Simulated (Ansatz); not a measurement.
Structure relaxation, GaN

The start is a generated cell, GaN placed in the 6H structure type. Cell shape, volume and atoms are optimised at zero target pressure with PBE (plane waves to 420 eV, PAW, scalar-relativistic; Ansatz, a quantum-chemistry and plane-wave program). The first steps use a coarse 7×7×2 k-mesh.

Initial structure:
```
GaN
1.0
    3.20050     0.00000     0.00000
   -1.60025     2.77172     0.00000
    0.00000     0.00000    15.70474
Ga N
6 6
Direct
  0.00000   0.00000   0.00000
  0.00000   0.00000   0.50000
  0.66667   0.33333   0.83325
  0.33333   0.66667   0.33325
  0.66667   0.33333   0.16650
  0.33333   0.66667   0.66650
  0.00000   0.00000   0.87460
  0.00000   0.00000   0.37460
  0.66667   0.33333   0.70785
  0.33333   0.66667   0.20785
  0.66667   0.33333   0.04150
  0.33333   0.66667   0.54150
```

Problem. How large is the pressure on the unrelaxed cell, and of which sign?

Solution. +2.3 GPa (positive: the cell is compressed).

Problem. By how much does the energy per atom fall from start to end?

Solution. 0.001 eV/atom.

Problem. How does the volume change?

Solution. +1.3 %, from 11.61 to 11.76 Å³/atom.

Problem. How do the shortest distances between atoms change?

Solution. The closest pairs of elements (up to four, under 3.6 Å), start → end: Ga–N 1.96 → 1.97 Å; N–N 3.20 → 3.21 Å; Ga–Ga 3.20 → 3.21 Å.

Problem. Is the relaxed structure metallic? Give its gap.

Solution. 1.59 eV, direct at Γ (no spin-orbit coupling).

The space group stays P6₃mc (No. 186) (the run could not lower it); the end is AFLOW prototype AB_hP12_186_a2b_a2b (B6, as in SiC), with 12 atoms in the primitive cell. Final values are on a 10×10×2 k-mesh of the relaxed cell. No spin polarisation in the result.

The run could not lose the symmetry of its start.

The first start was generated by placing the elements on the sites of a structure type. A measured structure of GaN has the same space group, P6₃mc (No. 186); the sites were not compared with it.
